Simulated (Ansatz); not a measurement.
# CaMg: energy along a strain

CaMg, P4/mmm, a = 4.027 Å, c = 3.862 Å (as given, not relaxed at this level: -2.1 GPa). The structure is a Materials Project entry; whether it is the stable form wasn't checked. Ansatz: LDA, PAW, 420 eV, Γ-centred 12×12×12 mesh on 2 atoms, Gaussian smearing 0.15 eV; no spin polarisation. Cell vectors (Å): 4.027 0.000 0.000; 0.000 4.027 0.000; 0.000 0.000 3.862. The cell is strained by x per cent times the pattern (1 1 0 0 0 0) in the order xx yy zz yz xz xy (engineering shears), with fractional coordinates held. y is the free energy over the start, V0 = 31.317 Å³/atom. Points with a strain past 8.5 % were computed too (3) and aren't used here.

```tsv
x (%)	y (meV/atom)
-7.50	-5.51
-5.00	?
-2.50	-15.90
0.00	0.00
2.50	27.42
5.00	64.61
7.50	109.90
```

Task: Fit y = c1 x + c2 x² + c3 x³ to the other rows, get the stiffness along the pattern, and predict the missing energy.

Result: Least squares on the rows shown. y = 8.7725 x + 0.92766 x² − 0.019187 x³. The clamped-ion stiffness p·C·p = 2 × 9.277 eV × 160.2 / 31.317 Å³ = 95 GPa (second derivative at the start, which stands under stress). At x = -5.00 the fit asked for gives -18.27 meV/atom. The run gave -18.44 meV/atom, so the fit is 0.17 meV/atom too high, 0.13 % of the span of the series, against an rms of 0.04 meV/atom on the fitted rows. With a term in x⁴ added, a fit to the same known rows predicts -18.40 meV/atom, so most of the miss is curvature that the known rows already hold.